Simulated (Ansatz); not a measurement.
## Structures of KNb$_{2}$: which is lowest?

Plane-wave DFT in Ansatz with scalar-relativistic PAW potentials, cutoff 420 eV, Γ-centred meshes chosen by cell and gap, Gaussian smearing with energies taken to zero width. Every cell was relaxed (cell and atoms) in a run of its own, within the symmetry of its start. Functional: PBE.

Relaxed structures (starts from databases or built by putting these elements on another compound's sites):
A. P6/mmm, 3 atoms in the computed cell, a = 5.166 Å, c = 2.909 Å; sites (symmetry × multiplicity) K 6/mmm × 1, Nb -6m2 × 2; start: built
B. Fd-3m, 6 atoms in the computed cell, a = 8.378 Å; sites (symmetry × multiplicity) K -43m × 8, Nb .-3m × 16; start: built
C. F-43m, 6 atoms in the computed cell, a = 8.686 Å; sites (symmetry × multiplicity) K -43m × 4 + -43m × 4, Nb .3m × 16; start: built

Question: Rank them by energy. Could pressure change the order?

Answer:
```csv
structure,group,E − E(lowest) (meV/atom),V (Å³/atom),gap on mesh (eV)
C,F-43m,0.0,27.30,0.00
B,Fd-3m,87,24.50,0.00
A,P6/mmm,192,22.41,0.00
```

C is lowest, 87 meV/atom under B. B is denser by 2.80 Å³/atom, so pressure favours it: ΔE/ΔV, with ΔE in eV and 1 eV/Å³ = 160.2 GPa, gives about 5.0 GPa for equal enthalpy if both cells were rigid, a rough figure since the two compress differently. Other structures may lie lower than all of these, and vibrations aren't counted.